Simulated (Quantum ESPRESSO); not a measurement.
Band energies of NaI

```
CELL_PARAMETERS angstrom
      0.00000     3.20033     3.20033
      3.20033     0.00000     3.20033
      3.20033     3.20033     0.00000
ATOMIC_POSITIONS crystal
  Na 0.00000 0.00000 0.00000
  I  0.50000 0.50000 0.50000
```

norm-conserving PBEsol (Quantum ESPRESSO, 88 Ry, with spin-orbit coupling); path ΓXWKΓLUWLK,UX; energies in eV from the valence-band maximum.

| k (1/Å) | point | band 16 | band 17 | band 18 | band 19 | band 20 | band 21 | band 22 | band 23 |
|---|---|---|---|---|---|---|---|---|---|
| 0.00 | Γ | 0.00 | 3.25 | 3.25 | 7.52 | 7.52 | 7.52 | 7.52 | 7.55 |
| 0.44 |  | -0.40 | 4.86 | 4.86 | 6.04 | 6.04 | 7.26 | 7.26 | 8.58 |
| 0.98 | X | -0.86 | 4.12 | 4.12 | 5.02 | 5.02 | 9.51 | 9.51 | 10.93 |
| 1.47 | W | -1.21 | 5.52 | 5.52 | 6.99 | 6.99 | 7.15 | 7.15 | 7.57 |
| 1.59 |  | -1.13 | 5.34 | 5.34 | 6.54 | 6.54 | 7.63 | 7.63 | 7.87 |
| 1.82 | K | -0.89 | 4.82 | 4.82 | 6.27 | 6.27 | 8.33 | 8.33 | 8.95 |
| 2.13 |  | -0.59 | 5.75 | 5.75 | 6.60 | 6.60 | 7.09 | 7.09 | 7.88 |
| 2.55 |  | -0.14 | 4.29 | 4.29 | 6.84 | 6.84 | 7.74 | 7.74 | 7.88 |
| 2.86 | Γ | 0.00 | 3.25 | 3.25 | 7.52 | 7.52 | 7.52 | 7.52 | 7.55 |
| 3.07 |  | -0.05 | 3.80 | 3.80 | 7.14 | 7.14 | 7.68 | 7.68 | 7.71 |
| 3.60 |  | -0.32 | 4.62 | 4.62 | 7.10 | 7.10 | 7.13 | 7.13 | 8.47 |
| 3.71 | L | -0.33 | 4.61 | 4.61 | 7.06 | 7.06 | 7.09 | 7.09 | 8.58 |
| 4.11 |  | -0.75 | 5.25 | 5.25 | 6.50 | 6.50 | 7.84 | 7.84 | 8.15 |
| 4.31 | U | -0.89 | 4.82 | 4.82 | 6.27 | 6.27 | 8.33 | 8.33 | 8.95 |
| 4.54 |  | -1.13 | 5.34 | 5.34 | 6.54 | 6.54 | 7.63 | 7.63 | 7.87 |
| 4.66 | W | -1.21 | 5.52 | 5.52 | 6.99 | 6.99 | 7.15 | 7.15 | 7.57 |
| 5.06 |  | -0.65 | 5.47 | 5.47 | 6.11 | 6.11 | 7.73 | 7.73 | 8.17 |
| 5.35 | L | -0.33 | 4.61 | 4.61 | 7.06 | 7.06 | 7.09 | 7.09 | 8.58 |
| 5.52 |  | -0.46 | 4.94 | 4.94 | 6.61 | 6.61 | 7.29 | 7.29 | 8.57 |
| 5.95 | K | -0.89 | 4.82 | 4.82 | 6.27 | 6.27 | 8.33 | 8.33 | 8.95 |
| 5.95 | U | -0.89 | 4.82 | 4.82 | 6.27 | 6.27 | 8.33 | 8.33 | 8.95 |
| 6.30 | X | -0.86 | 4.12 | 4.12 | 5.02 | 5.02 | 9.51 | 9.51 | 10.93 |

The PBEsol gap is direct, 3.25 eV at Γ.

Geometry relaxed with PBEsol.
